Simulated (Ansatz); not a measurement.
This cell of Ga2O3 (beta-Ga2O3 type, space group C2/m) is off equilibrium:

```xyz
10
Lattice="6.2586 -1.5494 0.0000 6.2586 1.5494 0.0000 -1.3993 0.0000 5.7387" Properties=species:S:1:pos:R:3 pbc="T T T"
Ga     0.0113     0.0000     4.5612
Ga    11.1066     0.0000     1.1775
Ga     7.7977     0.0000     1.8049
Ga     3.3202     0.0000     3.9338
O      1.8744     0.0000     0.6293
O      9.2435     0.0000     5.1094
O      1.3875     0.0000     3.2446
O      9.7304     0.0000     2.4942
O      5.8438     0.0000     1.4762
O      5.2742     0.0000     4.2626
```

Computed with PBE (plane waves to 420 eV, PAW, scalar-relativistic; Ansatz, a quantum-chemistry and plane-wave program). k mesh 11×11×6 (Γ-centred), Fermi-Dirac smearing 0.05 eV. Energies are smeared free energies. Stress and pressure are positive under compression. Ga2O3 was relaxed with its symmetry unable to fall.

Problem. What is the stress tensor (GPa)?

Solution. 
```
   -2.1      0.0      0.0
    0.0     -2.4      0.0
    0.0      0.0     -2.3
```
The pressure, a third of the trace, is -2.3 GPa.

Problem. It is the relaxed cell scaled evenly to V/V₀ = 1.015, atoms relaxed where free. What is its energy relative to the relaxed cell?

Solution. 1.2 meV/atom.

(A scan under strain: stresses follow from slopes of the energy per volume, elastic moduli from its curvatures.)
